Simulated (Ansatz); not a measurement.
## TlHg, first-principles data

TlHg:
```cif
data_HgTl
_chemical_formula_sum 'Tl1 Hg1'
_space_group_name_H-M_alt 'Pm-3m'
_space_group_IT_number 221
_space_group_name_Hall '-P 4 2 3'
_cell_length_a 3.74825
_cell_length_b 3.74825
_cell_length_c 3.74825
_cell_angle_alpha 90.000
_cell_angle_beta 90.000
_cell_angle_gamma 90.000
loop_
_atom_site_label
_atom_site_type_symbol
_atom_site_symmetry_multiplicity
_atom_site_Wyckoff_symbol
_atom_site_fract_x
_atom_site_fract_y
_atom_site_fract_z
_atom_site_occupancy
Tl1 Tl 1 b 0.50000 0.50000 0.50000 1
Hg1 Hg 1 a 0.00000 0.00000 0.00000 1
```

Space group Pm-3m (No. 221), CsCl type; conventional cell a = 3.7483 Å, b = 3.7483 Å, c = 3.7483 Å, α = 90.00°, β = 90.00°, γ = 90.00°.

Method: plane-wave PAW PBEsol (Ansatz code). Structure relaxed to zero pressure with the same functional. Other levels are named where they apply.

Cell and energy:

- Volume per atom = 26.33 Å³
- Density = 12.77 g/cm³
- Formation energy from the elements (no fitted shifts) = -0.015 eV/atom

Electronic structure:

- Electronic character = metallic (no gap)
- Density of states at the Fermi level = 0.55 states/eV per atom (mean over ±0.08 eV)
- Gap with spin–orbit coupling = none (metallic)

Mechanics:

- Bulk modulus (Birch–Murnaghan fit) = 37.3 GPa
- Pressure derivative B′ = 5.8
- Elastic constants (relaxed ions, GPa) = C11 = 35.6, C12 = 37.7, C44 = 4.7
- Mechanical stability = unstable (C has a negative eigenvalue)

Phonons:

* **Highest zone-centre frequency**: 1.91 THz
* **Zone-centre stability**: no imaginary mode at Γ

The workflow started from an entry of the Crystallography Open Database (COD). Its standing as an ambient phase is unchecked. The cell was relaxed with PBEsol under the symmetry of its start. As this level gives no gap, shear constants depend on the k-mesh and smearing (Fermi–Dirac, 0.1 eV here). As this level gives no gap, phonon frequencies hold no LO–TO term and depend on the k-mesh and smearing (Fermi–Dirac, 0.1 eV here). The references are the lowest solids computed at this level, not always the standard phases. Spin–orbit coupling is left out wherever it is not named.

Potentials: the later of the program's two PAW sets.
